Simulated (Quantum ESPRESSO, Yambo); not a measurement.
# Levels of theory for the gap of CdSe

CdSe (wurtzite, space group P6_3mc, No. 186): one geometry, one set of norm-conserving PBE (stringent potentials; Quantum ESPRESSO, 120 Ry, no spin-orbit coupling) orbitals, self-energies from Yambo (3×3×2 Γ-centred k mesh, bands 27 to 399 and a 12 Ry block in the screening, 399 bands in G with the Bruneval-Gonze terminator, plasmon pole fitted at 27.2 eV).

Cell and atoms were relaxed with PBEsol from Materials Project entry mp-1070, within its symmetry.

```tsv
level	gap Γ → Γ (eV)	rough Yambo cost
PBE (Quantum ESPRESSO)	0.67	–
exchange only (Hartree-Fock self-energy on PBE orbitals)	7.05	about 1/30 (8 states)
static COHSEX@PBE	1.84	about 1/3 (2 states)
G0W0@PBE, plasmon pole	1.36	1 (8 states)
```

Bare exchange has no screening and gives the widest gap; static COHSEX screens it but leaves out the frequency dependence, which G0W0 restores.

Costs are rough ratios of core time on shared machines.

Nearest settings tried, and what they do to the gap: 220 bands in G: +2 meV; 220 bands in W, 220 bands in G: -14 meV; 7 Ry block (251 vectors against 573): -55 meV. Not varied: mesh. So the settings aren't converged at that level. The k mesh is coarse.

Spin-orbit splittings are left out.
